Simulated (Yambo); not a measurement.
G0W0@LDA for K2PtBr6 (space group Fm-3m, No. 225) in Yambo. Reference settings: 2×2×2 Γ-centred k mesh, bands 5 to 390 and a 7 Ry block in the screening, 390 bands in G with the Bruneval-Gonze terminator, plasmon pole fitted at 27.2 eV. The LDA gap Γ → X on this mesh is 0.92 eV; G0W0 gaps are taken between the same points.

With and without the terminator, as bands are cut:

| bands in G (in W) | gap, terminator (eV) | gap, none (eV) | valence shift, terminator (eV) | valence shift, none (eV) |
|---|---|---|---|---|
| 143 (390) | 2.948 | 3.016 | -1.068 | -0.546 |
| 247 (390) | 2.957 | 3.024 | -1.128 | -0.869 |
| 390 (390) | 2.963 | 3.022 | -1.156 | -1.039 |

Over this range the gap spans 0.015 eV with the terminator and 0.008 eV without, the valence shift 0.088 eV and 0.493 eV. Neither column has reached its limit for certain.

Spin-orbit coupling is not included.

Geometry of the Materials Project entry, not relaxed at this level; primitive cell a = b = c = 7.3313 Å, α = β = γ = 60.00°.

A shift is the quasiparticle energy of the state minus its LDA energy.
